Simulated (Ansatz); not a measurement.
A geometry of W away from equilibrium: the start of the relaxation of a generated cell, W placed in the AFLOW prototype A_cI16_220_c (as in Li). Method: PBE (plane waves to 420 eV, PAW, scalar-relativistic; Ansatz, a first-principles code). Γ-centred k-mesh 7×7×7 on the run's cell (coarser than for final values), Fermi–Dirac smearing 0.05 eV.

```xyz
8
Lattice="-3.1600 3.1600 3.1600 3.1600 -3.1600 3.1600 3.1600 3.1600 -3.1600" Properties=species:S:1:pos:R:3 pbc="T T T"
W      1.2703     1.2703     1.2703
W     -1.2703     1.8897     1.2703
W      1.8897     1.2703    -1.2703
W      1.2703    -1.2703     1.8897
W      2.8503     2.8503     2.8503
W      0.3097     3.4697    -0.3097
W      3.4697    -0.3097     0.3097
W     -0.3097     0.3097     3.4697
```

### Question
Which atoms carry the largest force, and which way does it point?

### Answer
1.29 eV/Å, on W1, W2, W3, W4, W5, W6, W7, W8 (atoms numbered as listed); on W2 its components are (-0.75, -0.75, 0.75).

### Question
What is the pressure?

### Answer
+21.9 GPa, compression positive.

### Question
How far above the relaxed end point is this geometry?

### Answer
0.72 to 0.73 eV/atom (the two k-meshes of the run give this range); the path ends in Im-3m (No. 229) (bcc (W type)).

No spin polarisation in the result.

The run could not lose the symmetry of its start.
